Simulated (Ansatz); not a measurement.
GaSb:
```cif
data_Ga2Sb2
_chemical_formula_sum 'Ga2 Sb2'
_space_group_name_H-M_alt 'P63/mmc'
_space_group_IT_number 194
_space_group_name_Hall '-P 6c 2c'
_cell_length_a 3.94695
_cell_length_b 3.94695
_cell_length_c 7.25614
_cell_angle_alpha 90.000
_cell_angle_beta 90.000
_cell_angle_gamma 120.000
loop_
_atom_site_label
_atom_site_type_symbol
_atom_site_symmetry_multiplicity
_atom_site_Wyckoff_symbol
_atom_site_fract_x
_atom_site_fract_y
_atom_site_fract_z
_atom_site_occupancy
Ga1 Ga 2 a 0.00000 0.00000 0.00000 1
Sb1 Sb 2 c 0.33333 0.66667 0.25000 1
```

Relaxed with PBE in the plane-wave PAW code Ansatz. Indices refer to the conventional cell of P6_3/mmc, a = b = 3.9469 Å, c = 7.2561 Å, α = β = 90.00°, γ = 120.00°.

**Question.** Simulate the powder diffraction pattern (Cu Kα, λ = 1.54184 Å; lines above 1 %) up to 2θ = 90°.

**Answer.** Simulated powder pattern, Cu Kα, λ = 1.54184 Å (kinematic, ideal powder, no thermal factors, no anomalous dispersion; the 30 strongest lines at most, above 1 %, up to 2θ = 90°):

```tsv
2θ (°)	d (Å)	I/Imax (%)	hkl
24.54	3.628	5.2	(0002)
26.07	3.418	1.0	(1 0 -1 0)
28.87	3.092	100	(1 0 -1 1)
36.10	2.488	90	(1 0 -1 2)
45.97	1.974	28	(1 0 -1 3)
45.99	1.973	48	(1 1 -2 0)
50.30	1.814	12	(0004)
52.81	1.734	3.7	(1 1 -2 2)
55.22	1.664	16	(2 0 -2 1)
59.82	1.546	20	(2 0 -2 2)
67.05	1.396	8.8	(2 0 -2 3)
70.50	1.336	7.5	(1 0 -1 5)
70.51	1.336	26	(1 1 -2 4)
74.62	1.272	13	(2 1 -3 1)
78.61	1.217	18	(2 1 -3 2)
85.09	1.140	7.3	(1 0 -1 6)
85.14	1.140	9.2	(2 1 -3 3)
85.16	1.139	7.7	(3 0 -3 0)
88.36	1.106	4.3	(2 0 -2 5)
```

The start of the workflow was typed in or built on a structure type; neither database checked (COD, Materials Project) lists it. It is not the phase usual at ambient conditions (space group No. 216). The PBE relaxation kept the symmetry of its start; its stability against distortions is not shown here. Spin–orbit coupling is left out wherever it is not named.

Potentials: the later of the program's two PAW sets.
